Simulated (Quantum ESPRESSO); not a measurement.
Ge6AsAl, a curve over strain

Computed values, not a measurement. The program is pw.x of Quantum ESPRESSO 7.5 (plane-wave density functional theory). The cell is made up: 8 atoms on a zincblende/diamond lattice, with randomly drawn elements, strain and displacements, not relaxed. PseudoDojo standard norm-conserving files (v0.5 for PBE, v0.4.1 for LDA and PBEsol) set the functional; there is no spin polarisation, spin-orbit coupling or dispersion term, and the masses in the input are unused placeholders.

Seven runs add a strain to one cell (along z); the atoms follow the cell and are not relaxed. Stress in the table is positive in tension.

Input of the run at +0.0025:

```
&control calculation='scf', pseudo_dir='./dojo.nc.sr.pbe.v0_5.standard.upf', outdir='./o', disk_io='low', tprnfor=.true., tstress=.true. /
&system ibrav=0, nat=8, ntyp=3, nbnd=61, ecutwfc=84.00895049, nosym=.true., tot_charge=0,
 occupations='smearing', smearing='fd', degauss=0.0073498644
/
&electrons conv_thr=7.350e-09, electron_maxstep=60, /
ATOMIC_SPECIES
Al 1.0 Al.upf
As 1.0 As.upf
Ge 1.0 Ge.upf
CELL_PARAMETERS angstrom
5.6082 0.0 0.0
0.0 5.6082 0.0
0.0 0.0 5.6222
ATOMIC_POSITIONS angstrom
Ge -0.0117 0.0053 0.0713
Ge -0.0881 2.8994 2.7515
As 2.7713 -0.0808 2.7973
Ge 2.7454 2.7906 0.0557
Al 1.4037 1.3027 1.4768
Ge 1.3719 4.1633 4.2245
Ge 4.2288 1.3936 4.2586
Ge 4.2367 4.2229 1.2793
K_POINTS automatic
6 6 6 1 1 1
```

```
added strain  free energy less that of the input shown (eV)  stress xx (GPa)  stress yy (GPa)  stress zz (GPa)  stress xy (GPa)  pressure (GPa)  iterations
     -0.0152                                         0.1458            -8.33            -8.33            -8.62            -1.01            8.43          10
     -0.0102                                         0.1002            -7.96            -7.96            -7.97            -1.00            7.97          10
     +0.0025                                         0.0000            -7.07            -7.07            -6.36            -0.99            6.84          10
     +0.0054                                        -0.0198            -6.88            -6.88            -6.00            -0.98            6.59          10
     +0.0118                                        -0.0593            -6.47            -6.47            -5.21            -0.97            6.05          10
     +0.0212                                        -0.1074            -5.90            -5.89            -4.08            -0.96            5.29          10
     +0.0243                                        -0.1207            -5.72            -5.71            -3.71            -0.95            5.05          10
```

A cubic fit gives a slope of stress zz against the added strain of 126 GPa at zero added strain, with the atoms clamped. Across the table the free energy follows the integral of the stress to within 0.1 meV. A rerun of one of the cells at 1437 eV and a 8 x 8 x 8 mesh moved values by no more than 0.003 eV in energy, 0.02 GPa in stress and 0.006 eV/Å in force.